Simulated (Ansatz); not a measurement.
Ti (hcp, Mg type)

```
CELL_PARAMETERS angstrom
      2.90040     0.00000     0.00000
     -1.45020     2.51182     0.00000
      0.00000     0.00000     4.59020
ATOMIC_POSITIONS crystal
  Ti 0.33333 0.66667 0.75000
  Ti 0.66667 0.33333 0.25000
```

Grid over V/V₀ and (c/a)/(c/a)₀, subscript 0 meaning the relaxed cell; the conventional c axis lies along z; no internal relaxation.

Computed with PBEsol (plane waves to 420 eV, PAW, scalar-relativistic; Ansatz, a program for electronic structure). k mesh 18×18×10 (Γ-centred), Fermi-Dirac smearing 0.05 eV. Compression counts positive. With partly filled bands, the response to shear is sensitive to the k mesh, so small differences along c/a are uncertain. The PAW data are Ansatz's earlier set. Ti is run without spin polarisation. Ti was relaxed with its symmetry unable to fall.

At one point of the scan the stress tensor (GPa) is:

```
    8.9      0.0      0.0
    0.0      8.9      0.0
    0.0      0.0     -2.7
```

Q: Which point is it?
(A) V/V₀ = 1.000, (c/a)/(c/a)₀ = 1.060
(B) V/V₀ = 0.960, (c/a)/(c/a)₀ = 1.120
(C) V/V₀ = 0.960, (c/a)/(c/a)₀ = 1.060
(D) V/V₀ = 1.020, (c/a)/(c/a)₀ = 1.060

A: B, V/V₀ = 0.960, (c/a)/(c/a)₀ = 1.120

(Under strain, the slope of the energy per volume gives the stress and its curvature an elastic modulus.)
